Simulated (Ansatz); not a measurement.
Given:

ZrC:
```cif
data_C2Zr2
_chemical_formula_sum 'Zr2 C2'
_space_group_name_H-M_alt 'P63/mmc'
_space_group_IT_number 194
_space_group_name_Hall '-P 6c 2c'
_cell_length_a 3.35372
_cell_length_b 3.35372
_cell_length_c 5.21579
_cell_angle_alpha 90.000
_cell_angle_beta 90.000
_cell_angle_gamma 120.000
loop_
_atom_site_label
_atom_site_type_symbol
_atom_site_symmetry_multiplicity
_atom_site_Wyckoff_symbol
_atom_site_fract_x
_atom_site_fract_y
_atom_site_fract_z
_atom_site_occupancy
Zr1 Zr 2 c 0.33333 0.66667 0.25000 1
C1 C 2 a 0.00000 0.00000 0.00000 1
```

This is the PBEsol-relaxed structure.

### Question
All from plane-wave PAW PBEsol (Ansatz code), unless another level is named. Estimate the Young's modulus.

### Answer
357 GPa.

### Question
Give the highest zone-centre frequency.

### Answer
631 cm⁻¹.

Space group P6_3/mmc (NiAs type). The workflow started from a Materials Project entry (that database holds measured and hypothetical structures alike); the Crystallography Open Database copy checked does not list it. It is not the phase usual at ambient conditions (space group No. 225). Symmetry was held in the PBEsol relaxation; its stability against distortions is not shown here. The run is not spin-polarised. As this level gives no gap, phonon frequencies hold no LO–TO term and depend on the k-mesh and smearing (Fermi–Dirac, 0.1 eV here). On the denser mesh and wider smearing of the elastic run this cell carries a stress of 0.6 GPa.

Potentials: the later of the program's two PAW sets.
